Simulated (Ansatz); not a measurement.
MgO:
```xyz
16
Lattice="1.4814 0.8553 19.7616 -1.4814 0.8553 19.7616 0.0000 -1.7106 19.7616" Properties=species:S:1:pos:R:3 pbc="T T T"
Mg     0.0000     0.0000    22.2694
Mg     0.0000     0.0000    37.0154
Mg     0.0000     0.0000    46.9715
Mg     0.0000     0.0000    12.3134
Mg     0.0000     0.0000    54.2689
Mg     0.0000     0.0000     5.0159
Mg     0.0000     0.0000    29.6424
Mg     0.0000     0.0000     0.0000
O      0.0000     0.0000     8.6646
O      0.0000     0.0000    50.6203
O      0.0000     0.0000    25.9938
O      0.0000     0.0000    33.2911
O      0.0000     0.0000    18.5488
O      0.0000     0.0000    40.7360
O      0.0000     0.0000    15.9585
O      0.0000     0.0000    43.3263
```

Relaxed with r²SCAN.

Task: Map the valence electron density (e/Å³), cut off at 3 on the plane through (0.376, 0.376, 0.376) spanned by u = [1, 0, 0] and v = [-1, 1, 1] in lattice vectors, from DFT-r²SCAN in the program Ansatz with PAW potentials.

Result: x is the fraction of u, y of v (the angle between them is 15°; rows are the nearest grid lines); atoms in the plane: Mg at (0.00, 0.00), Mg at (0.50, 0.25), Mg at (0.83, 0.42), Mg at (0.66, 0.83), Mg at (0.08, 0.54), Mg at (0.42, 0.71), Mg at (0.25, 0.12), Mg at (0.25, 0.62), O at (0.54, 0.77), O at (0.96, 0.48).
```
y \ x   0.000  0.100  0.175  0.275  0.375  0.450  0.550  0.625  0.725  0.825  0.900   1.00
------  -----  -----  -----  -----  -----  -----  -----  -----  -----  -----  -----  -----
1.00     3.00  0.064   3.00  0.096  0.999  0.107  0.444  0.153  0.376   3.00  0.067   3.00
0.925   0.079  0.882  0.077  0.948  0.669  0.119  0.785  0.133   1.62  0.196   3.00  0.079
0.850   0.524  0.112  0.113  0.361  0.113   3.00  0.068   3.00  0.069   3.00  0.174  0.524
0.775   0.296  0.247  0.104  0.094   3.00  0.069   3.00  0.066   3.00  0.077   1.87  0.296
0.700   0.255  0.169   3.00  0.057  0.097   3.00  0.156   3.00  0.195  0.131  0.118  0.255
0.625    3.00  0.058  0.079   3.00  0.046  0.124  0.111  0.126  0.242  0.877  0.083   3.00
0.550   0.078   1.54  0.052  0.110  0.165  0.069  0.263  0.111  0.265  0.151   3.00  0.078
0.450    3.00  0.109   3.00  0.074  0.110  0.358  0.134   2.94  0.083   3.00  0.066   3.00
0.375   0.157  0.368  0.364  0.095  0.950  0.093   3.00  0.179   1.36  0.107   2.69  0.157
0.300   0.114  0.298  0.150   1.57  0.091   3.00  0.066   3.00  0.701  0.164  0.185  0.114
0.225   0.329  0.112  0.475  0.192  0.668  0.073   1.77  0.074   2.33   1.20  0.122  0.329
0.150   0.502  0.150  0.112  0.095   1.49  0.595  0.149  0.253  0.125  0.234  0.294  0.502
0.0750  0.087   3.00  0.167   3.00  0.086  0.749  0.110  0.418  0.957  0.116  0.901  0.087
0.000    3.00  0.064   3.00  0.096  0.999  0.107  0.444  0.153  0.376   3.00  0.067   3.00
```

The density is the valence pseudo-density with augmentation charge, so density and ELF within about 1 Å of a nucleus are not all-electron values.

Space group R-3m. The workflow started from a Materials Project entry (that database holds measured and hypothetical structures alike); the Crystallography Open Database copy checked does not list it. It is not the phase usual at ambient conditions (space group No. 225). The cell was relaxed with r²SCAN under the symmetry of its start; whether a distortion lowers the energy is not shown.

Potentials: the earlier of the program's two PAW sets.
